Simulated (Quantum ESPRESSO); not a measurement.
Space group P6₃mc (No. 186); a = b = 3.541 Å, c = 5.720 Å, α = β = 90.00°, γ = 120.00°

```tsv
atom	site	symmetry	x	y	z
N	2b	3m.	0.3333	0.6667	0.3794
In	2b	3m.	0.3333	0.6667	0.0006
```

Cell and atoms were relaxed with PBEsol from Materials Project entry mp-22205, within its symmetry.

What does PBEsol (pw.x of Quantum ESPRESSO, ONCV potentials, with spin-orbit coupling) give for the electronic structure near the Fermi level?

At this level the gap is closed or nearly so: along the path the highest valence and lowest conduction bands touch, or overlap by less than 0.6 eV, a zero-gap or semimetallic result; the valence top lies at Γ, the conduction bottom at Γ. Semilocal functionals close the gaps of some narrow-gap semiconductors, so this alone doesn't show that the compound has none.
